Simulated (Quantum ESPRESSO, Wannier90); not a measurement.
## Wannier functions of YSi (Cmcm)

```
begin unit_cell_cart
ang
    0.0000000000    0.0000000000    3.8336500000
   -4.2866000000    0.0000000000    0.0000000000
    2.1433000000   -5.2837750000    0.0000000000
end unit_cell_cart
begin atoms_frac
Y   -0.2500000000  0.1406300000  0.2812600000
Y    0.2500000000 -0.1406300000 -0.2812600000
Si  -0.2500000000  0.4244800000 -0.1510400000
Si   0.2500000000 -0.4244800000  0.1510400000
end atoms_frac
```

Cell from Materials Project (mp-9972), symmetrised, no further relaxation. Not found in the COD (Crystallography Open Database) copy used; not checked further. Level: PBEsol, spinors with spin-orbit coupling; pw.x of Quantum ESPRESSO at 58 Ry with PseudoDojo potentials, 4×4×4 k-points, Wannier90. Density: 8×8×8 mesh, cold smearing 0.01 Ry.

A tight-binding model is made by disentanglement and projection with no localisation steps (num_iter = 0), so the 52 orbitals stay atom-like: hydrogen-like Y: s;p;d; Si: s;p, axes along x, y, z; frozen window up to 3.00 eV relative to the Fermi level. It follows pw.x to 27 meV rms for states up to 1.0 eV relative to the Fermi level. Matrix elements depend on this choice of orbitals and windows. The run ended at its step limit with the spread still drifting slowly, so a lower minimum may lie further on.

The 45 largest hoppings ⟨m,0|H|n,R⟩ between different sites (one of each Hermitian pair; signs follow the real orbitals' lobes; the list may end inside a set of equal values):

```
m                    n       R  distance of the centres (Å)  t (eV)  Im t (eV)
----------  ----------  ------  ---------------------------  ------  ---------
Y1 py↑         Si3 py↑   0 0 1                         3.23   2.052      0.000
Y1 py↓         Si3 py↓   0 0 1                         3.23   2.052      0.000
Si4 py↑         Y2 py↑   0 0 1                         3.23   2.052      0.000
Si4 py↓         Y2 py↓   0 0 1                         3.23   2.052      0.000
Si3 pz↑        Si4 py↑   0 1 0                         2.53  -1.947      0.000
Si3 pz↓        Si4 py↓   0 1 0                         2.53  -1.947      0.000
Si3 py↑        Si4 pz↑   0 1 0                         2.53  -1.947      0.000
Si3 py↓        Si4 pz↓   0 1 0                         2.53  -1.947      0.000
Si4 pz↑        Si3 py↑  1 -1 0                         2.53   1.947      0.000
Si4 pz↓        Si3 py↓  1 -1 0                         2.53   1.947      0.000
Si4 py↑        Si3 pz↑  1 -1 0                         2.53   1.947      0.000
Si4 py↓        Si3 pz↓  1 -1 0                         2.53   1.947      0.000
Si3 s↑         Si4 pz↑   0 1 0                         2.47   1.731      0.000
Si3 s↓         Si4 pz↓   0 1 0                         2.47   1.731      0.000
Si3 pz↑         Si4 s↑   0 1 0                         2.47  -1.731      0.000
Si3 pz↓         Si4 s↓   0 1 0                         2.47  -1.731      0.000
Si4 s↑         Si3 pz↑  1 -1 0                         2.47   1.731      0.000
Si4 s↓         Si3 pz↓  1 -1 0                         2.47   1.731      0.000
Si4 pz↑         Si3 s↑  1 -1 0                         2.47  -1.731      0.000
Si4 pz↓         Si3 s↓  1 -1 0                         2.47  -1.731      0.000
Y1 dx2-y2↑     Si3 py↑   0 0 1                         2.94   1.660      0.000
Y1 dx2-y2↓     Si3 py↓   0 0 1                         2.94   1.660      0.000
Si4 py↑     Y2 dx2-y2↑   0 0 1                         2.94  -1.660      0.000
Si4 py↓     Y2 dx2-y2↓   0 0 1                         2.94  -1.660      0.000
Y1 s↑          Si3 py↑   0 0 1                         2.93  -1.609      0.000
Y1 s↓          Si3 py↓   0 0 1                         2.93  -1.609      0.000
Si4 py↑          Y2 s↑   0 0 1                         2.93   1.609      0.000
Si4 py↓          Y2 s↓   0 0 1                         2.93   1.609      0.000
Si3 pz↑        Si4 pz↑   0 1 0                         2.46   1.609      0.000
Si3 pz↓        Si4 pz↓   0 1 0                         2.46   1.609      0.000
Si4 pz↑        Si3 pz↑  1 -1 0                         2.46   1.609      0.000
Si4 pz↓        Si3 pz↓  1 -1 0                         2.46   1.609      0.000
Si3 s↑         Si4 py↑   0 1 0                         2.54  -1.455      0.000
Si3 s↓         Si4 py↓   0 1 0                         2.54  -1.455      0.000
Si3 py↓         Si4 s↓   0 1 0                         2.54   1.455      0.000
Si4 s↑         Si3 py↑  1 -1 0                         2.54   1.455      0.000
Si4 s↓         Si3 py↓  1 -1 0                         2.54   1.455      0.000
Si4 py↓         Si3 s↓  1 -1 0                         2.54  -1.455      0.000
Si3 py↑         Si4 s↑   0 1 0                         2.54   1.455      0.000
Si4 py↑         Si3 s↑  1 -1 0                         2.54  -1.455      0.000
Si3 s↑          Si4 s↑   0 1 0                         2.48  -1.241      0.000
Si3 s↓          Si4 s↓   0 1 0                         2.48  -1.241      0.000
Si4 s↑          Si3 s↑  1 -1 0                         2.48  -1.241      0.000
Si4 s↓          Si3 s↓  1 -1 0                         2.48  -1.241      0.000
Y2 dz2↑         Y2 pz↑   1 0 0                         3.83   1.220      0.000
```
